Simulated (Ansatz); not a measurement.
## ZrCuSi, first-principles data

ZrCuSi:
```
CELL_PARAMETERS angstrom
      6.50806     0.00000     0.00000
      0.00000     3.92393     0.00000
      0.00000     0.00000     7.24901
ATOMIC_POSITIONS crystal
  Zr 0.50814 0.25000 0.69523
  Zr 0.49186 0.75000 0.30477
  Zr 0.99186 0.75000 0.19523
  Zr 0.00814 0.25000 0.80477
  Si 0.28087 0.25000 0.09900
  Si 0.71913 0.75000 0.90100
  Si 0.21913 0.75000 0.59900
  Si 0.78087 0.25000 0.40100
  Cu 0.82825 0.75000 0.57718
  Cu 0.17175 0.25000 0.42282
  Cu 0.67175 0.25000 0.07718
  Cu 0.32825 0.75000 0.92282
```

Space group Pnma (No. 62); conventional cell a = 6.5081 Å, b = 3.9239 Å, c = 7.2490 Å, α = β = γ = 90.00°.

Method: r²SCAN (plane waves, PAW; program Ansatz). Structure relaxed to zero pressure with the same functional. Other levels are named where they apply.

### Cell and energy

| Quantity | Value |
|---|---|
| Volume per atom | 15.43 Å³ |
| Density | 6.56 g/cm³ |
| Formation energy from the elements (no fitted shifts) | -0.71 eV/atom |

### Electronic structure

| Property | Result |
|---|---|
| Electronic character | metallic (no gap) |
| Density of states at the Fermi level | 0.41 states/eV per atom (mean over ±0.08 eV) |

The workflow started from a Materials Project entry (that database holds measured and hypothetical structures alike); the Crystallography Open Database copy checked does not list it. Whether it is the stable phase at ambient conditions was not checked. The cell was relaxed with r²SCAN under the symmetry of its start; its stability against distortions is not shown here. No spin polarisation was allowed. The references are the lowest solids computed at this level, not always the standard phases. Scalar-relativistic: spin–orbit coupling is off unless named, which matters more the heavier the elements.

Potentials: the later of the program's two PAW sets.
